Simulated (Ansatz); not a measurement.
NaMgF3 (cubic perovskite, Pm-3m), plane-wave PAW PBEsol (Ansatz code). The conduction-band minimum lies at Γ, with 1 equivalent valley. Second derivatives d²E/dk² of the lowest band at one valley (eV·Å²), along Cartesian directions:

```tsv
direction	d²E/dk²
[100]	13.91
[010]	13.91
[001]	13.91
[110]	13.91
[101]	13.91
[011]	13.91
```

Q: Find the principal effective masses, the density-of-states mass and the conductivity mass.

A: Off-diagonal terms follow from H_xy = H[110] − (H_xx + H_yy)/2, and m*/mₑ = 7.620 eV·Å² over each eigenvalue: 0.55, 0.55, 0.55. One valley's DOS mass (m₁m₂m₃)^(1/3) = 0.55, conductivity mass 3/(Σ 1/mᵢ) = 0.55 mₑ.

Q: What effective density of states Nc follows at 300 K for parabolic valleys?

A: Nc = 2.509e19 × 1 × (0.55)^(3/2) ≈ 1.0e19 cm⁻³.

The workflow started from a Materials Project entry (that database holds measured and hypothetical structures alike); the Crystallography Open Database copy checked does not list it. COD files the formula under space group No. 62, so this cell is another polymorph or a model. Its standing as an ambient phase is unchecked. Symmetry was held in the PBEsol relaxation. At this level the phase is dynamically unstable (imaginary phonons).

Potentials: the later of the program's two PAW sets.

Edges and masses are those of Kohn–Sham bands, whose gap is no quasiparticle gap.
